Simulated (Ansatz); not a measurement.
Space group I4/mcm (No. 140). a = 6.612 Å, b = 6.612 Å, c = 5.246 Å, α = 90.00°, β = 90.00°, γ = 90.00°
```csv
atom,site,symmetry,x,y,z
Hf,8h,m.2m,0.1541,0.6541,0.0000
Ga,4a,422,0.0000,0.0000,0.2500
```

Equation of state of this Hf2Ga structure (not necessarily the ground state), with shape and atoms relaxed at each volume where symmetry leaves them free. It has no gap at any of these volumes. Level of theory: DFT PBEsol, scalar-relativistic, plane waves, PAW in Ansatz.

Cutoff 420 eV; k points 8×8×8 on the computed 6-atom cell (Γ-centred); Gaussian smearing, width 0.10 eV; no spin polarisation.

```csv
V (Å³/atom),E − E(largest V) (meV/atom),P (GPa)
17.964,4.80,8.80
18.537,-17.94,4.09
19.111,-24.98,0.00
19.684,-18.38,-3.54
20.257,0.00,-6.59
```

Fit a third-order Birch–Murnaghan equation to E(V).

V0 = 19.11 Å³/atom, B0 = 127 GPa, B0' = 3.8.

Spin-orbit coupling is left out, which matters for the bands of heavy elements.